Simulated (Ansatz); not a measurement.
Input:

Starting cell, NiSi₂ (fluorite type, space group Fm-3m):

```
CELL_PARAMETERS angstrom
      0.00000     2.72203     2.72203
      2.72203     0.00000     2.72203
      2.72203     2.72203     0.00000
ATOMIC_POSITIONS crystal
  Ni 0.00000 0.00000 0.00000
  Si 0.25000 0.25000 0.25000
  Si 0.75000 0.75000 0.75000
```

In this cell atom 3 (Si, nearest neighbour Ni at 2.357 Å; its periodic images, 3.8 Å or more away, move with it) is moved by s along Cartesian [111], unit vector (0.577, 0.577, 0.577); all other atoms and the cell stay fixed.

These are PBE (plane waves to 420 eV, PAW, scalar-relativistic; Ansatz, a quantum-chemistry and plane-wave program) values and carry that method's errors. k mesh 12×12×12 (Γ-centred), Fermi-Dirac smearing 0.05 eV. Energies are smeared free energies. With partly filled bands, energies and forces of such displacements shift with the k mesh and the smearing. NiSi2 is run without spin polarisation. NiSi2 was relaxed with its symmetry unable to fall. The PAW data are Ansatz's earlier set. The zero of ΔE is the undisplaced structure.

The scan covers s from -0.470 to 0.470 Å in 11 points.

Task: Is the energy the same for displacements of ±0.470 Å, and if not, which side lies higher?

Result: Not even: the positive side lies higher at ±0.470 Å. With its periodic images moving along, the atom's site symmetry in this cell is -43m.

Task: What is the energy change at s = 0.470 Å?

Result: 1317 meV/cell.

Task: What force acts on the atom along the line at s = -0.470 Å?

Result: 1.97 eV/Å.

(For displaced atoms, the force is minus the slope of the energy, and its curvature is a force constant, which sets phonon frequencies.)
